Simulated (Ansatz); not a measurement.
# Property card for La3In

La3In:
```cif
data_InLa3
_chemical_formula_sum 'La3 In1'
_space_group_name_H-M_alt 'P 1'
_space_group_IT_number 1
_cell_length_a 5.07563
_cell_length_b 5.07563
_cell_length_c 5.07563
_cell_angle_alpha 90.000
_cell_angle_beta 90.000
_cell_angle_gamma 90.000
loop_
_space_group_symop_operation_xyz
  'x, y, z'
loop_
_atom_site_label
_atom_site_type_symbol
_atom_site_fract_x
_atom_site_fract_y
_atom_site_fract_z
_atom_site_occupancy
La1 La 0.00000 0.50000 0.50000 1
La2 La 0.50000 0.00000 0.50000 1
La3 La 0.50000 0.50000 0.00000 1
In1 In 0.00000 0.00000 0.00000 1
```

Space group Pm-3m (No. 221), Cu3Au type; conventional cell a = 5.076 Å, b = 5.076 Å, c = 5.076 Å, α = 90.00°, β = 90.00°, γ = 90.00°.

Method: the program Ansatz at the r²SCAN level (PAW). The cell and atoms are relaxed at this level. Other levels are named where they apply.

**Cell and energy**

- Volume per atom = 32.69 Å³
- Density = 6.75 g/cm³
- Formation energy from the elements (no fitted shifts) = -37 kJ/mol of atoms

**Electronic structure**

- Electronic character: metallic (no gap)
- Density of states at the Fermi level: 1.8 states/eV per atom (mean over ±0.08 eV)
- Gap with spin–orbit coupling: none (metallic)

**Mechanics**

Bulk modulus (Birch–Murnaghan fit): 39.1 GPa
Pressure derivative B′: 3.8

**Charges**

- Bader charges = La +0.58, In -1.73 e

The workflow started from an entry of the Crystallography Open Database (COD). Its standing as an ambient phase is unchecked. The cell was relaxed with r²SCAN under the symmetry of its start; its stability against distortions is not shown here. The references are the lowest solids computed at this level, not always the standard phases. Spin–orbit coupling is left out wherever it is not named.

Potentials: the later of the program's two PAW sets.
